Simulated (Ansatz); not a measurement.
Relaxed-ion elastic tensor of Pt (diamond, space group No. 227) in GPa (Voigt order), r²SCAN in the plane-wave PAW code Ansatz; density 13.85 g/cm³, 23.40 Å³ per atom.

```
      1     2     3     4     5     6
-  ----  ----  ----  ----  ----  ----
1  96.5   148   148   0.0   0.0   0.0
2   148  96.5   148   0.0   0.0   0.0
3   148   148  96.5   0.0   0.0   0.0
4   0.0   0.0   0.0  -3.7   0.0   0.0
5   0.0   0.0   0.0   0.0  -3.7   0.0
6   0.0   0.0   0.0   0.0   0.0  -3.7
```

Task: Is the crystal mechanically stable?

Result: No: the smallest eigenvalue of C is -51.1 GPa.

Space group Fd-3m (diamond). The start of the workflow was typed in or built on a structure type; neither database checked (COD, Materials Project) lists it. It is not the phase usual at ambient conditions (space group No. 225). Symmetry was held in the r²SCAN relaxation. At this level the phase is mechanically unstable. No spin polarisation was allowed. As this level gives no gap, shear constants depend on the k-mesh and smearing (Fermi–Dirac, 0.1 eV here). On the denser mesh and wider smearing of the elastic run this cell carries a stress of 0.3 GPa. Spin–orbit coupling is left out wherever it is not named.

Potentials: the earlier of the program's two PAW sets.
